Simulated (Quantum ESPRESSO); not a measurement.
Simulation results for MgMo$_{3}$ (simulated cell), MgPd$_{2}$Pt$_{2}$W$_{3}$ (simulated cell)

Calculation on a made-up metal alloy cell, not a measurement: no spin or spin-orbit, unrelaxed, 2900 K smearing, stress positive in tension, cell energy less fitted offsets; periodic Kohn-Sham density functional theory in plane waves with PseudoDojo standard norm-conserving scalar-relativistic pseudopotentials, each functional with its own files (v0.5 for PBE, v0.4.1 for LDA and PBEsol), eight atoms on drawn sites of a strained close-packed or body-centred lattice, each displaced and held fixed; the energy is the cell's free energy, ions and the entropy term -TS included, at the stated Fermi-Dirac width, less a fixed offset for each atom's element (shifted free energy); compositions with an open d shell lost a parallel starting moment in a cheaper test run, and other magnetic orders were not tried; an error bar is the largest change of its kind in a tighter rerun, never given below 0.002 eV, 0.02 GPa or 0.003 eV/angstrom, and covers cutoff and k-mesh only, not smearing or the files. Program: Quantum ESPRESSO 7.5.

Common to all runs: functional pbe; cutoff 1143 eV; fermi dirac smearing 0.25 eV; electrons removed 0; run command mpirun -np 4 pw.x -nk 4 -in in.

Notes on all entries: a spin test at this wide smearing found no moment, but such smearing suppresses magnetism that the real alloy may have; lattice, volume and sites are drawn at random and may be unstable or far from any real phase; energies are for the whole cell, less offsets fitted to these runs, so they are not formation energies.

(1) MgMo$_{3}$ (simulated cell)

```
MgMo3
1.0
      2.9296     0.0000     0.0000
      1.4648    -2.5371    -4.8294
      1.4648     7.6113    -4.8294
Mg Mo Mg
1 6 1
Direct
  -0.02789 -0.00228 -0.00025
  -0.01143 0.49763 0.50850
  0.20806 0.44783 0.03405
  0.25941 0.96478 0.55381
  0.57399 0.26313 0.76468
  0.51430 0.77541 0.25505
  0.67957 0.22519 0.29497
  0.76455 0.69867 0.76137
```

```
lattice type             : hexagonal close-packed
run processor            : AMD EPYC, Zen 5, virtual cores
k mesh                   : 8 x 4 x 3 shifted half a step off Gamma on each axis
entropy term negative ts : -1.989 eV
pressure                 : -10.64 GPa
stress xx                : 15.2 GPa
stress yy                : 5.76 GPa
stress zz                : 10.95 GPa
stress yz                : -2.03 GPa
stress xz                : 1.21 GPa
stress xy                : -0.15 GPa
shifted free energy      : 1.42 eV
```

Atoms:
```
atoms element  atom site  atom energy offset (eV)
           Mg          1                 -1616.19
           Mo          2                 -1911.95
           Mo          3                 -1911.95
           Mo          4                 -1911.95
           Mo          5                 -1911.95
           Mo          6                 -1911.95
           Mo          7                 -1911.95
           Mg          8                 -1616.19
```

Forces:
```
site  x (eV/Å)  y (eV/Å)  z (eV/Å)
   1     0.554     0.414     0.282
   2    -0.225    -0.792     0.981
   3    -0.149     0.512    -0.408
   4    -0.208    -2.124    -0.111
   5    -0.287    -0.864     0.916
   6     0.083     1.203     0.141
   7    -0.236     0.094    -0.102
   8     0.467     1.558      -1.7
```

Notes: error bars: energy 0.002 eV, stress 0.031 GPa, force 0.0051 eV/Å, from a tighter rerun of a related cell, whose elements or sites may differ; 20 SCF iterations, 203 s of wall time on a shared machine.

(2) MgMo$_{3}$ (simulated cell)

```
MgMo3
1.0
      2.9296     0.0000     0.0000
      1.4648    -2.5371    -4.8294
      1.4648     7.6113    -4.8294
Mo Mg Mo Mg Mo
4 1 1 1 1
Direct
  -0.02789 -0.00228 -0.00025
  -0.01143 0.49763 0.50850
  0.20806 0.44783 0.03405
  0.25941 0.96478 0.55381
  0.57399 0.26313 0.76468
  0.51430 0.77541 0.25505
  0.67957 0.22519 0.29497
  0.76455 0.69867 0.76137
```

```
lattice type             : hexagonal close-packed
run processor            : AMD EPYC, Zen 5, virtual cores
k mesh                   : 8 x 4 x 3 shifted half a step off Gamma on each axis
entropy term negative ts : -1.995 eV
pressure                 : -10.06 GPa
stress xx                : 12.54 GPa
stress yy                : 9.49 GPa
stress zz                : 8.16 GPa
stress yz                : -0.67 GPa
stress xz                : 0.47 GPa
stress xy                : 1.33 GPa
shifted free energy      : 1.561 eV
```

Atoms:
```
atoms element  atom site  atom energy offset (eV)
           Mo          1                 -1911.95
           Mo          2                 -1911.95
           Mo          3                 -1911.95
           Mo          4                 -1911.95
           Mg          5                 -1616.19
           Mo          6                 -1911.95
           Mg          7                 -1616.19
           Mo          8                 -1911.95
```

Forces:
```
site  x (eV/Å)  y (eV/Å)  z (eV/Å)
   1     0.413     1.468     0.365
   2     0.011    -0.304    -0.255
   3    -0.269    -0.618     -0.95
   4     0.076    -0.376     0.239
   5    -0.978    -0.131     1.267
   6    -0.088     0.086     0.983
   7     0.532    -0.137    -0.176
   8     0.303     0.011    -1.473
```

Notes: error bars: energy 0.002 eV, stress 0.031 GPa, force 0.0051 eV/Å, from a tighter rerun of this cell; 20 SCF iterations, 208 s of wall time on a shared machine.

(3) MgMo$_{3}$ (simulated cell)

```
MgMo3
1.0
      2.9296     0.0000     0.0000
      1.4648    -2.5371    -4.8294
      1.4648     7.6113    -4.8294
Mo Mg Mo Mg Mo
1 1 2 1 3
Direct
  -0.02789 -0.00228 -0.00025
  -0.01143 0.49763 0.50850
  0.20806 0.44783 0.03405
  0.25941 0.96478 0.55381
  0.57399 0.26313 0.76468
  0.51430 0.77541 0.25505
  0.67957 0.22519 0.29497
  0.76455 0.69867 0.76137
```

```
lattice type             : hexagonal close-packed
run processor            : AMD EPYC, Zen 5, virtual cores
k mesh                   : 8 x 4 x 3 shifted half a step off Gamma on each axis
entropy term negative ts : -1.995 eV
pressure                 : -10.58 GPa
stress xx                : 14.36 GPa
stress yy                : 10.7 GPa
stress zz                : 6.68 GPa
stress yz                : 2.67 GPa
stress xz                : -0.69 GPa
stress xy                : 0.38 GPa
shifted free energy      : 1.627 eV
```

Atoms:
```
atoms element  atom site  atom energy offset (eV)
           Mo          1                 -1911.95
           Mg          2                 -1616.19
           Mo          3                 -1911.95
           Mo          4                 -1911.95
           Mg          5                 -1616.19
           Mo          6                 -1911.95
           Mo          7                 -1911.95
           Mo          8                 -1911.95
```

Forces:
```
site  x (eV/Å)  y (eV/Å)  z (eV/Å)
   1     0.396     1.284     0.399
   2     0.093     -1.05      0.52
   3    -0.235     0.249    -0.763
   4     0.094    -0.594     0.879
   5    -0.955    -0.041       1.3
   6     0.265    -0.492     0.321
   7    -0.102    -0.371     0.535
   8     0.445     1.014    -3.193
```

Notes: error bars: energy 0.002 eV, stress 0.031 GPa, force 0.0051 eV/Å, from a tighter rerun of a related cell, whose elements or sites may differ; 22 SCF iterations, 211 s of wall time on a shared machine.

(4) MgMo$_{3}$ (simulated cell)

```
MgMo3
1.0
      2.9296     0.0000     0.0000
      1.4648    -2.5371    -4.8294
      1.4648     7.6113    -4.8294
Mo Mg Mo Mg Mo
3 1 1 1 2
Direct
  -0.02789 -0.00228 -0.00025
  -0.01143 0.49763 0.50850
  0.20806 0.44783 0.03405
  0.25941 0.96478 0.55381
  0.57399 0.26313 0.76468
  0.51430 0.77541 0.25505
  0.67957 0.22519 0.29497
  0.76455 0.69867 0.76137
```

```
lattice type  : hexagonal close-packed
run processor : AMD EPYC, Zen 5, virtual cores
k mesh        : 8 x 4 x 3 shifted half a step off Gamma on each axis
pressure      : —
```

Atoms:
```
atoms element  atom site  atom energy offset (eV)
           Mo          1                 -1911.95
           Mo          2                 -1911.95
           Mo          3                 -1911.95
           Mg          4                 -1616.19
           Mo          5                 -1911.95
           Mg          6                 -1616.19
           Mo          7                 -1911.95
           Mo          8                 -1911.95
```

Notes: error bars: energy 0.002 eV, stress 0.031 GPa, force 0.0051 eV/Å, from a tighter rerun of a related cell, whose elements or sites may differ; 19 SCF iterations, 182 s of wall time on a shared machine.

(5) MgMo$_{3}$ (simulated cell)

```
MgMo3
1.0
      2.9296     0.0000     0.0000
      1.4648    -2.5371    -4.8294
      1.4648     7.6113    -4.8294
Mo Mg Mo
5 2 1
Direct
  -0.02789 -0.00228 -0.00025
  -0.01143 0.49763 0.50850
  0.20806 0.44783 0.03405
  0.25941 0.96478 0.55381
  0.57399 0.26313 0.76468
  0.51430 0.77541 0.25505
  0.67957 0.22519 0.29497
  0.76455 0.69867 0.76137
```

```
lattice type        : hexagonal close-packed
run processor       : AMD EPYC, Zen 5, virtual cores
k mesh              : 8 x 4 x 3 shifted half a step off Gamma on each axis
stress xx           : —
pressure            : —
shifted free energy : —
stress zz           : —
```

Atoms:
```
atoms element  atom site  atom energy offset (eV)
           Mo          1                 -1911.95
           Mo          2                 -1911.95
           Mo          3                 -1911.95
           Mo          4                 -1911.95
           Mo          5                 -1911.95
           Mg          6                 -1616.19
           Mg          7                 -1616.19
           Mo          8                 -1911.95
```

Notes: error bars: energy 0.002 eV, stress 0.031 GPa, force 0.0051 eV/Å, from a tighter rerun of a related cell, whose elements or sites may differ; 19 SCF iterations, 176 s of wall time on a shared machine.

(6) MgPd$_{2}$Pt$_{2}$W$_{3}$ (simulated cell)

```
MgPd2Pt2W3
1.0
     -3.9628    -0.0333     0.0546
     -0.0879    -4.0163     4.0294
      0.0227     6.1407     2.1310
Mg Pt W Pt Pd W
1 1 2 1 2 1
Direct
  0.00096 0.01574 -0.00083
  -0.00100 0.23503 0.48908
  0.02138 0.49218 -0.01815
  0.01338 0.74263 0.49287
  0.49128 0.11355 0.74089
  0.48992 0.38311 0.26140
  0.52568 0.62876 0.74959
  0.48990 0.86813 0.25443
```

```
lattice type  : face-centred cubic
run processor : AMD EPYC, older, virtual cores
k mesh        : 6 x 5 x 4 shifted half a step off Gamma on each axis
stress xx     : —
```

Atoms:
```
atoms element  atom site  atom energy offset (eV)
           Mg          1                 -1616.19
           Pt          2                 -3554.29
            W          3                 -2063.48
            W          4                 -2063.48
           Pt          5                 -3554.29
           Pd          6                 -3687.45
           Pd          7                 -3687.45
            W          8                 -2063.48
```

Notes: heavy elements are run without spin-orbit coupling, which real alloys of them have; error bars: energy 0.0043 eV, stress 0.068 GPa, force 0.0036 eV/Å, from a tighter rerun of a related cell, whose elements or sites may differ; 19 SCF iterations, 341 s of wall time on a shared machine.

**Q.** What pressure does the calculation give for MgMo$_{3}$ (simulated cell) (entry 4)?
**A.** -9.14 GPa

**Q.** MgMo$_{3}$ (simulated cell) (entry 5): stress xx?
**A.** 10.15 GPa

**Q.** Give the missing pressure for MgMo$_{3}$ (simulated cell) (entry 5).
**A.** -8.47 GPa

**Q.** What shifted free energy does the calculation give for MgMo$_{3}$ (simulated cell) (entry 5)?
**A.** 0.841 eV

**Q.** What stress zz does the calculation give for MgMo$_{3}$ (simulated cell) (entry 5)?
**A.** 10.33 GPa

**Q.** MgPd$_{2}$Pt$_{2}$W$_{3}$ (simulated cell) (entry 6): stress xx?
**A.** 9.93 GPa

Further results for MgMo$_{3}$ (simulated cell) (entry 4):

```
entropy term negative ts : -2.066 eV
stress xx                : 12.46 GPa
stress yy                : 4.57 GPa
stress zz                : 10.38 GPa
stress yz                : -2.91 GPa
stress xz                : -0.31 GPa
stress xy                : 2.3 GPa
shifted free energy      : 1.351 eV
```

Forces:
```
site  x (eV/Å)  y (eV/Å)  z (eV/Å)
   1     0.362     -0.57     0.468
   2     0.243      0.41     0.024
   3    -0.259    -0.084    -0.132
   4     -0.21    -1.166    -0.128
   5     0.254     0.491     0.233
   6    -0.616     0.241     0.699
   7     0.211    -1.136    -0.526
   8     0.016     1.813    -0.638
```

Further results for MgMo$_{3}$ (simulated cell) (entry 5):

```
entropy term negative ts : -2.016 eV
stress yy                : 4.94 GPa
stress yz                : 0.88 GPa
stress xz                : -0.34 GPa
stress xy                : 2.38 GPa
```

Forces:
```
site  x (eV/Å)  y (eV/Å)  z (eV/Å)
   1     0.325     -1.03     0.761
   2    -0.148     0.509    -0.593
   3    -0.306    -1.109      0.19
   4     0.081     0.473    -0.485
   5     0.063     0.603      0.47
   6    -0.553     0.347     0.767
   7     0.473     -0.15    -0.239
   8     0.065     0.357     -0.87
```

Further results for MgPd$_{2}$Pt$_{2}$W$_{3}$ (simulated cell) (entry 6):

```
entropy term negative ts : -1.409 eV
pressure                 : -7.66 GPa
stress yy                : 5.76 GPa
stress zz                : 7.29 GPa
stress yz                : 4.65 GPa
stress xz                : -3.35 GPa
stress xy                : 1.49 GPa
shifted free energy      : 0.323 eV
```

Forces:
```
site  x (eV/Å)  y (eV/Å)  z (eV/Å)
   1     0.136     0.322    -0.246
   2     0.018      0.05     0.413
   3     0.133     0.104     1.473
   4     0.417    -1.811     -1.03
   5    -0.194    -0.371     0.275
   6    -0.408     0.078    -0.681
   7     0.319     0.459     0.056
   8     -0.42     1.169     -0.26
```
